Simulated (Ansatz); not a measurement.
**O-17 NMR of the central transition in Na2Se2O7 at a changed volume**

Cell: a computed structure from the Materials Project (it need not be an observed phase), relaxed with PBE at fixed cell and then changed (volume scaled by 0.96).

Space group P-1 (No. 2); a = 6.8465, b = 6.8548, c = 6.9506 Å, α = 82.50°, β = 65.27°, γ = 82.05°.

| site | Wyckoff | site symmetry | x | y | z |
| --- | --- | --- | --- | --- | --- |
| Na1 | 2i | 1 | 0.2668 | 0.6463 | 0.6043 |
| Na3 | 2i | 1 | 0.7442 | 0.9259 | 0.7638 |
| Se5 | 2i | 1 | 0.7550 | 0.8635 | 0.2784 |
| Se7 | 2i | 1 | 0.2020 | 0.5963 | 0.1342 |
| O9 | 2i | 1 | 0.6334 | 0.9731 | 0.1336 |
| O11 | 2i | 1 | 0.6320 | 0.6926 | 0.4535 |
| O13 | 2i | 1 | 0.8424 | 0.0120 | 0.3826 |
| O15 | 2i | 1 | 0.2602 | 0.7311 | 0.2721 |
| O17 | 2i | 1 | 0.0991 | 0.3963 | 0.2649 |
| O19 | 2i | 1 | 0.3654 | 0.5753 | 0.8905 |
| O21 | 2i | 1 | 0.9830 | 0.7449 | 0.0802 |

One atom of each set is listed.

Method: Kohn–Sham DFT in Ansatz, PBE, plane waves and PAW, scalar-relativistic, 420 eV cutoff, Γ-centred 4×3×4 k-points, Fermi–Dirac smearing 0.02 eV.

O-17 has I = 5/2 and Q = -25.58 mb (Pyykkö 2018); at 18.8 T its Larmor frequency is ν₀ = 108.6 MHz. Only the quadrupole interaction is simulated: positions count from each site's isotropic chemical shift, and J coupling is left out, as are shift anisotropy and dipolar coupling, which fast spinning averages.

(1) What does the O-17 spectrum (fast magic-angle spinning) show for each site?

Results:

(1) 

| site | first shell | C_Q (MHz) | η | P_Q (MHz) | δ_QIS (ppm) | breadth (kHz) |
| --- | --- | --- | --- | --- | --- | --- |
| O9 | 1 Se at 1.61 Å; also 2 Na at 2.40–2.41 Å | -10.7 | 0.21 | 10.8 | -59.2 | 14.5 |
| O11 | 1 Se at 1.61 Å; also 3 Na at 2.32–3.23 Å | -10.6 | 0.18 | 10.6 | -57.3 | 14.0 |
| O13 | 1 Se at 1.63 Å; also 3 Na at 2.36–2.65 Å | -10.5 | 0.15 | 10.6 | -56.9 | 13.8 |
| O15 | 1 Se at 1.61 Å; also 2 Na at 2.32–2.33 Å | -10.8 | 0.14 | 10.8 | -59.7 | 14.5 |
| O17 | 1 Se at 1.61 Å; also 2 Na at 2.31–2.33 Å | -10.7 | 0.24 | 10.8 | -59.0 | 14.6 |
| O19 | 1 Se at 1.60 Å; also 1 Na at 2.33 Å | -11.0 | 0.18 | 11.0 | -62.1 | 15.1 |
| O21 | 2 Se at 1.77–1.84 Å, angle 123°; also 2 Na at 3.16–3.28 Å | -9.53 | 0.87 | 10.7 | -58.0 | 14.1 |

δ_QIS = −(ν_Q²/30ν₀²)[I(I+1) − 3/4](1 + η²/3) × 10⁶ ppm with ν_Q = 3|C_Q|/[2I(2I−1)]; it falls as 1/B₀² in ppm, and the breadth as 1/B₀ in kHz.

The broadest static pattern spans 47 kHz. The table holds for spinning faster than that; slower spinning leaves sidebands.

At O9, O11, O13, O15, O17 and O19 V_zz points along its bond to Se (within 2°) in each case.

At this changed cell the PBE pressure is 8 GPa. The atoms aren't relaxed in the changed cell (largest force 0.9 eV/Å).

The run took 46 s of wall time (91 s of CPU time) and 1 GiB at its peak, on 2 threads of Arm Neoverse V2 (aarch64; 32 cores open to the job, memory cap 5.0 GiB, no GPU), a shared host with a load of 0.9 a core.
